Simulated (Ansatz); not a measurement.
Where the states of NbRh lie

```
Nb Rh
1.0
     2.84200    0.00000    0.00000
     0.00000    2.84200    0.00000
     0.00000    0.00000    3.80900
Nb Rh
1 1
Direct
  0.00000 0.00000 0.00000
  0.50000 0.50000 0.50000
```

Conventional cell: a = 2.842 Å, b = 2.842 Å, c = 3.809 Å, α = 90.00°, β = 90.00°, γ = 90.00°. Nb (atom 1) has 8 Rh at 2.77 Å and 4 Nb at 2.84 Å as nearest neighbours. Rh (atom 2) has 8 Nb at 2.77 Å and 4 Rh at 2.84 Å as nearest neighbours.

The cell is COD entry 2310202, as deposited and not checked against the literature; nothing was relaxed.

The calculation used DFT, PBEsol, all-electron LAPW, scalar-relativistic (Ansatz 0.2.0).

Numerical set-up: a Γ-centred 14×14×11 k mesh, Fermi–Dirac smearing of 0.05 eV, basis error target 1 meV/atom, no spin polarisation.

States per eV and cell, averaged over 0.4 eV, from -7.0 to 3.2 eV, with energies (bin centres) from the Fermi level; empty bins are left out. The partial columns, the largest 5 alone, are projections on Löwdin-orthogonalised atomic shells (those that the program's projection atoms carry: the occupied ones and, for some elements, an empty d or f shell; other empty shells have no column), summed over atoms of an element. Weights on diffuse s and p shells depend on that basis and aren't pure angular character.

```csv
E (eV),total,Rh 4d,Nb 4d,Rh 5s,Nb 5s,Nb 4p
-6.9,0.05,0.00,0.00,0.02,0.02,0.00
-6.5,0.11,0.00,0.00,0.04,0.05,0.00
-6.1,0.16,0.00,0.00,0.06,0.07,0.00
-5.7,0.23,0.01,0.01,0.09,0.09,0.00
-5.3,0.72,0.22,0.19,0.15,0.13,0.01
-4.9,2.17,0.98,0.64,0.28,0.21,0.02
-4.5,3.61,2.00,1.05,0.24,0.26,0.02
-4.1,3.64,2.29,1.01,0.12,0.17,0.02
-3.7,2.48,1.68,0.66,0.05,0.05,0.02
-3.3,2.61,1.91,0.56,0.06,0.03,0.02
-2.9,2.29,1.63,0.53,0.05,0.04,0.01
-2.5,3.20,2.33,0.64,0.13,0.05,0.02
-2.1,3.41,2.62,0.58,0.12,0.04,0.01
-1.7,2.23,1.45,0.56,0.09,0.08,0.01
-1.3,1.95,1.09,0.63,0.07,0.10,0.01
-0.9,2.49,1.05,1.18,0.06,0.13,0.01
-0.5,2.33,0.75,1.35,0.05,0.10,0.01
-0.1,1.69,0.48,1.00,0.04,0.10,0.01
0.3,1.58,0.39,1.02,0.03,0.08,0.01
0.7,1.37,0.49,0.78,0.01,0.03,0.00
1.1,1.15,0.47,0.62,0.01,0.02,0.00
1.5,2.64,0.71,1.72,0.04,0.10,0.00
1.9,2.01,0.46,1.34,0.06,0.06,0.00
2.3,1.44,0.22,1.06,0.06,0.05,0.00
2.7,1.69,0.24,1.22,0.13,0.05,0.00
3.1,1.68,0.23,1.24,0.10,0.05,0.00
```

Q: Which of the resolved shells contributes most within 0.3 eV of the Fermi level?

A: Nb 4d, with 61 % of all states there; Rh 4d follows with 28 %.

Q: Where is the centre of the filled Rh 4d states between -14 eV and the top of the filled states?

A: -2.87 eV from the Fermi level.
